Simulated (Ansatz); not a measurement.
Q: In (body-centred tetragonal, space group No. 139) is relaxed with the program Ansatz at the r²SCAN+D4 level (PAW). What lattice parameters of the conventional cell result?

A: a = 3.206 Å, c = 5.022 Å.

Space group I4/mmm (body-centred tetragonal). The r²SCAN+D4 relaxation kept the symmetry of its start. The pairwise dispersion correction was not fitted to metals. Axis ratios of metals converge slowly with the k-mesh, so a and c are less sure than the volume.

Potentials: the later of the program's two PAW sets.
